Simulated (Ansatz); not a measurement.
The relaxed structure here is a generated cell of Ti: the first start was made by placing the elements on the sites of a structure type, and the end was not matched to a known phase here, so it may be hypothetical. Known forms of Ti include space group No. 194.

A relaxed structure of Ti. Space group P6/mmm (No. 191). Level of theory: r2SCAN (plane waves to 500 eV, PAW, scalar-relativistic; Ansatz, a quantum-chemistry and plane-wave program).

Space group P6/mmm (No. 191); a = b = 4.568 Å, c = 2.825 Å, α = β = 90.00°, γ = 120.00°

```tsv
atom	site	symmetry	x	y	z
Ti	1a	6/mmm	0.0000	0.0000	0.0000
Ti	2d	-6m2	0.3333	0.6667	0.5000
```

```yaml
volume_per_atom: 17.01 Å³
band_gap: zero (metallic)
shortest_distances: Ti–Ti 2.64 Å
k-mesh: 12×12×16
```

No spin polarisation in the result.

The run could not lose the symmetry of its start, so the end can be a saddle point.

All atoms sit on sites fixed by symmetry, so only the cell could relax.
